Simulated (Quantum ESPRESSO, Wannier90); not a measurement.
Wannier functions of InBi (P4/nmm)

```
begin unit_cell_cart
ang
    4.9108200000    0.0000000000    0.0000000000
    0.0000000000    4.9108200000    0.0000000000
    0.0000000000    0.0000000000    5.2222800000
end unit_cell_cart
begin atoms_frac
In   0.5000000000  0.5000000000  0.0000000000
In   0.0000000000  0.0000000000  0.0000000000
Bi   0.5000000000  0.0000000000  0.3600100000
Bi   0.0000000000  0.5000000000 -0.3600100000
end atoms_frac
```

Materials Project entry mp-23313; symmetrised, unrelaxed at this level. COD (Crystallography Open Database) has an entry of this formula and space group (matched by these alone). Computed values, not measurements, from LDA: Quantum ESPRESSO (norm-conserving PseudoDojo potentials, cutoff 56 Ry, no spin polarisation, no spin-orbit coupling) on a Γ-centred 6×6×6 mesh, then Wannier90. Density: 8×8×8 mesh, cold smearing 0.01 Ry. Spin-orbit coupling is left out although heavy elements are present.

A tight-binding model is made by disentanglement and projection with no localisation steps (num_iter = 0), so the 16 orbitals stay atom-like: hydrogen-like In: s;p; Bi: s;p, axes along x, y, z; frozen window up to 1.50 eV relative to the Fermi level. It follows pw.x to 3.2 meV rms for states up to 1.0 eV relative to the Fermi level. Matrix elements depend on this choice of orbitals and windows.

**Question.** What are the on-site energies relative to the Fermi level, and how fast do the hoppings decay?

**Answer.** 
```csv
atom,orbitals,energy (eV)
In1,s,-3.50
In1,pz,2.48
In1,px py,2.64
In2,s,-3.50
In2,pz,2.48
In2,px py,2.64
Bi3,s,-9.72
Bi3,pz,0.42
Bi3,px py,0.50
Bi4,s,-9.72
Bi4,pz,0.42
Bi4,px py,0.50
```

| distance of the centres (Å) | largest modulus (eV) |
|---|---|
| 2–3 | 0.00023 |
| 3–4 | 1.3 |
| 4–5 | 0.44 |
| 5–6 | 0.11 |
| 6–7 | 0.11 |
| 7–8 | 0.092 |
| 8–9 | 0.026 |
| 9–10 | 0.017 |
| 10–11 | 0.022 |
| 11–12 | 0.0086 |
| 12–13 | 0.0062 |
